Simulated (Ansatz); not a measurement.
input.yaml (Ansatz)

```yaml
crystal:
  lattice:
    - [0.0, 2.5364608552, 2.5364608552]
    - [2.5364608552, 0.0, 2.5364608552]
    - [2.5364608552, 2.5364608552, 0.0]
  atoms:
    - { symbol: Ni, position: [0.125, 0.125, 0.125], spin: 0.83 }
    - { symbol: Ni, position: [0.875, 0.875, 0.875], spin: 0.83 }
hamiltonian:
  xc: pbesol
  pseudopotentials:
    kind: paw
    azcp:
      Ni: "pseudopotentials/Ni.paw.azcp"
basis:
  ecutwfc: 420
  fft_grid_basis: typed
kpoints:
  mp_grid: { grid: [12, 12, 12], shift: [0, 0, 0] }
magnetization:
  spin_polarized: true
scf:
  occupations: { method: fermi_dirac, width: 0.05 }
  lower_state_search: "off"
output:
  stress: true
```

and its output:

```
Warning: the record states the generating functional pbe (its physics header spells it `PBE`), which answers neither for hamiltonian.xc's functional nor for the pbesol family's — results may be inconsistent (PPs are generated against a specific XC)
Engine: ansatz 0.2.0, aarch64-unknown-linux-gnu
Pseudopotentials: kind: paw
Pseudopotential: Ni, paw, valence charge 18, recommended cutoff 420 eV (normal) 
Functional definition: PBEsol
  exchange = pbesol_x
  correlation = pbesol_c
Crystal: 2 atoms, lattice volume = 32.637 Å³
Basis set: ecut = 420 eV, 609 PW (Γ)
Bands: 23, of which v1, the nominal top of the filled ones, is band 18 counted from 1 (17 counted from 0)
Symmetry: 48 space group operations
Space group: Fd-3m (ITA 227), of the structure as read, at distance tolerance 3.2e-5 Å
Magnetic group: BNS 227.128 (UNI 1630), of the structure as read, at distance tolerance 3.2e-5 Å
k-points: 72 of 1728
Non-local potential: Ni, projectors of the file, l = 0: 3, l = 1: 2, l = 2: 3, l = 3: 1
PAW form: soft (Blöchl's): semilocal exchange-correlation on the pseudo side does not see the compensation charge
PAW frozen core: Ni, regenerated for the run's functional, and the local potential with it (the file was generated under x = pbe(κ = 0.804, μ = 0.2195149727645171), c = pbe(β = 0.06672455060314922))
PAW one-centre angular grid: Ni, 590 points (default); XC on 64 Gauss nodes
Initial density: superposition of atomic densities (chi_scale 0.1, normalization cell)
Starting moments: Σ|m| = 1.66 μB on 2 of 2 sites
Initial wavefunctions: pseudopotential atomic-orbital guess
Functional: x = pbesol(κ = 0.804, μ = 0.12345679012345678), c = pbesol(β = 0.046)
SCF iter   1: F=—  HF=-11607.632367 eV  |F-HF|=—  |Δ(HF+E_count)|=         —  Δρ=5.27e-2 (↑5.15e-2 ↓5.27e-2)  dr2=2.71e0  dr2_m=9.49e-3  M=1.386 μB ∫|m|=1.415 μB  β_m=0.30  ethr=3.10e-3  ⟨swp⟩=5.6  Hψ=12889  notcnv=0
spin=Collinear: Kerker preconditioning applied to the charge; magnetization (m = ρ↑ − ρ↓) channel mixes plain (no charge-response kernel on spin).
SCF iter   2: F=—  HF=-11607.362880 eV  |F-HF|=—  |Δ(HF+E_count)|=   2.69e-1  Δρ=1.71e-2 (↑1.71e-2 ↓1.58e-2)  dr2=3.23e-1  dr2_m=2.48e-2  M=1.489 μB ∫|m|=1.557 μB  β_m=1.00  ethr=3.10e-3  ⟨swp⟩=2.4  Hψ=6452  notcnv=0  defer=14
SCF iter   3: F=—  HF=-11607.305216 eV  |F-HF|=—  |Δ(HF+E_count)|=   5.77e-2  Δρ=1.33e-2 (↑1.33e-2 ↓1.05e-2)  dr2=2.50e-1  dr2_m=2.87e-3  M=1.481 μB ∫|m|=1.608 μB  β_m=1.00  ethr=8.97e-4  ⟨swp⟩=2.0  Hψ=4125  notcnv=0  defer=14
SCF iter   4: F=—  HF=-11607.200242 eV  |F-HF|=—  |Δ(HF+E_count)|=   1.05e-1  Δρ=1.42e-2 (↑4.51e-3 ↓1.42e-2)  dr2=5.10e-2  dr2_m=9.54e-3  M=1.549 μB ∫|m|=1.699 μB  β_m=1.00  ethr=6.94e-4  ⟨swp⟩=3.0  Hψ=5785  notcnv=0  defer=14
SCF iter   5: F=—  HF=-11607.216139 eV  |F-HF|=—  |Δ(HF+E_count)|=   1.59e-2  Δρ=8.34e-3 (↑5.53e-3 ↓8.34e-3)  dr2=3.30e-2  dr2_m=7.24e-4  M=1.565 μB ∫|m|=1.724 μB  β_m=1.00  ethr=1.42e-4  ⟨swp⟩=2.0  Hψ=4628  notcnv=0  defer=14
SCF iter   6: F=—  HF=-11607.226198 eV  |F-HF|=—  |Δ(HF+E_count)|=   1.01e-2  Δρ=1.96e-3 (↑1.96e-3 ↓1.45e-3)  dr2=1.19e-3  dr2_m=5.20e-5  M=1.563 μB ∫|m|=1.730 μB  β_m=0.30  ethr=9.15e-5  ⟨swp⟩=2.0  Hψ=5423  notcnv=0  defer=14
Mixer restart at iter 6: flushing history
spin-set hold released at iteration 6 (site moments contracting): the magnetisation degrees of freedom join the quasi-Newton model from the next iteration; the mixer history was flushed
SCF iter   7: F=—  HF=-11607.232334 eV  |F-HF|=—  |Δ(HF+E_count)|=   6.14e-3  Δρ=1.63e-3 (↑1.63e-3 ↓9.14e-4)  dr2=4.11e-4  dr2_m=2.58e-4  M=1.570 μB ∫|m|=1.740 μB  β_m=0.65  ethr=3.31e-6  ⟨swp⟩=2.5  Hψ=5637  notcnv=0  defer=14
SCF iter   8: F=—  HF=-11607.240487 eV  |F-HF|=—  |Δ(HF+E_count)|=   8.15e-3  Δρ=3.38e-3 (↑3.38e-3 ↓2.58e-3)  dr2=6.79e-3  dr2_m=5.10e-5  M=1.575 μB ∫|m|=1.759 μB  β_m=0.55  ethr=1.14e-6  ⟨swp⟩=2.0  Hψ=6010  notcnv=0  defer=14
SCF iter   9: F=—  HF=-11607.239362 eV  |F-HF|=—  |Δ(HF+E_count)|=   1.13e-3  Δρ=1.18e-3 (↑9.16e-4 ↓1.18e-3)  dr2=4.11e-5  dr2_m=3.15e-4  M=1.589 μB ∫|m|=1.774 μB  β_m=0.76  ethr=1.14e-6  ⟨swp⟩=2.0  Hψ=6561  notcnv=0  defer=14
SCF iter  10: F=—  HF=-11607.239496 eV  |F-HF|=—  |Δ(HF+E_count)|=   1.35e-4  Δρ=1.08e-3 (↑2.57e-4 ↓1.08e-3)  dr2=2.89e-4  dr2_m=5.71e-5  M=1.594 μB ∫|m|=1.781 μB  β_m=0.88  ethr=1.14e-7  ⟨swp⟩=2.0  Hψ=6114  notcnv=0  defer=14
SCF iter  11: F=—  HF=-11607.239471 eV  |F-HF|=—  |Δ(HF+E_count)|=   2.52e-5  Δρ=1.33e-4 (↑1.00e-4 ↓1.33e-4)  dr2=1.06e-5  dr2_m=8.37e-8  M=1.594 μB ∫|m|=1.782 μB  β_m=0.81  ethr=1.14e-7  ⟨swp⟩=2.3  Hψ=5863  notcnv=0  defer=14
SCF iter  12: F=—  HF=-11607.239470 eV  |F-HF|=—  |Δ(HF+E_count)|=   1.55e-6  Δρ=3.60e-5 (↑1.33e-5 ↓3.60e-5)  dr2=4.16e-7  dr2_m=5.44e-8  M=1.593 μB ∫|m|=1.782 μB  β_m=0.91  ethr=2.96e-8  ⟨swp⟩=2.0  Hψ=4567  notcnv=0  defer=14
SCF iter  13: F=-11607.239470 eV  HF=-11607.239470 eV  |F-HF|=1.17e-8  |Δ(HF+E_count)|=   4.82e-8  Δρ=5.51e-6 (↑4.18e-6 ↓5.51e-6)  dr2=2.98e-8  dr2_m=3.62e-10  M=1.593 μB ∫|m|=1.782 μB  ethr=2.78e-10  ⟨swp⟩=3.9  Hψ=10888  notcnv=0
SCF 1 converged in 13 iterations: F = -11607.239470 eV  dr2 = 2.98e-8
SCF converged after 13 iterations
Magnetization: 1.5928 μB (18.7964 up, 17.2036 down)
Absolute magnetization: 1.7829 μB (∫|ρ↑−ρ↓|, with the PAW one-centre terms)
Spin contamination: 0.0206 ħ² per cell (⟨S²⟩ above its minimum at these occupations)
Per-site moments (μB) at R_I (Å): [(0.8342117477988258, 0.9061138087270512), (0.8342117477988258, 0.9061138087270512)]
Free energy (F): -11607.239470 eV
Harris-Foulkes:  -11607.239470 eV  (|F-HF|=1.17e-8)
Internal energy: -11607.210512 eV  (E = F + TS)
E sigma→0 (E₀):  -11607.224991 eV
Entropy (-TS):   -0.028958 eV (-14.479 meV/atom)
Fermi energy:    10.508796 eV
--- Per-component energies (eV) ---
  E_band       = -840.676334
  E_kinetic    = 563.158623
  E_local      = -8858.536826  (includes V_loc(G=0)·N_el)
  E_nonlocal   = 1279.468300
  E_hartree    = 3722.165683
  E_xc         = -164.985796
  E_vxc        = -213.380358  (∫ρ·V_xc dr)
  E_paw        = -3194.724055  (= ΣΔE_a)
  E_vpaw       = -1055.700626  (= ΣTr[D̂ρ^β])
  E_aug_tail   = 0.001170  (compensation charges beyond the density's cutoff)
  E_ewald      = -4954.152190
  E_core_change = 0.394578  (= ΣΔE_core)
  E_smearing   = -0.028958  (= −TS)
  E_closure    = 0.000000  (closes the sum)
  Σ components = -11607.239470   (vs F -11607.239470, Δ=0.00e0)
--- Stress (GPa, compression-positive) ---
       -3.819226      -0.000000      -0.000000
       -0.000000      -3.819226      -0.000000
       -0.000000      -0.000000      -3.819226
  P = ⅓ Tr σ = -3.8192 GPa (-38.192 kbar)
```
